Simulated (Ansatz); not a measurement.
CsPbCl$_{3}$:
```xyz
5
Lattice="5.7331 0.0000 0.0000 0.0000 5.7331 0.0000 0.0000 0.0000 5.7331" Properties=species:S:1:pos:R:3 pbc="T T T"
Pb     2.8666     2.8666     2.8666
Cl     0.0000     2.8666     2.8666
Cl     2.8666     0.0000     2.8666
Cl     2.8666     2.8666     0.0000
Cs     0.0000     0.0000     0.0000
```

Cartesian axes are those of the cell as given.

Question: Give the high-frequency dielectric tensor and the Born effective charge tensors of the independent atoms from DFPT, PBE in the plane-wave PAW code Ansatz.

Answer: 
ε∞:
```
3.70  0.00  0.00
0.00  3.70  0.00
0.00  0.00  3.70
```
Z* of atom 1 (Pb), rows: field, columns: displacement, in e:
```
3.87  0.00  0.00
0.00  3.87  0.00
0.00  0.00  3.87
```
Z* of atom 2 (Cl), rows: field, columns: displacement, in e:
```
-3.69   0.00   0.00
 0.00  -0.74   0.00
 0.00   0.00  -0.74
```
Z* of atom 5 (Cs), rows: field, columns: displacement, in e:
```
1.31  0.00  0.00
0.00  1.31  0.00
0.00  0.00  1.31
```

Static charges for comparison (Bader): Pb1 +1.27, Cl2 -0.72, Cs5 +0.90 e. Born charges measure polarisation by displacement and can exceed these by far.

Space group Pm-3m (cubic perovskite). This is a known high-temperature phase of the composition, computed here at zero pressure and temperature. The cell was relaxed with PBE under the symmetry of its start; phonons show weakly imaginary modes. Scalar-relativistic: spin–orbit coupling is off unless named, which matters more the heavier the elements.

Potentials: the later of the program's two PAW sets.
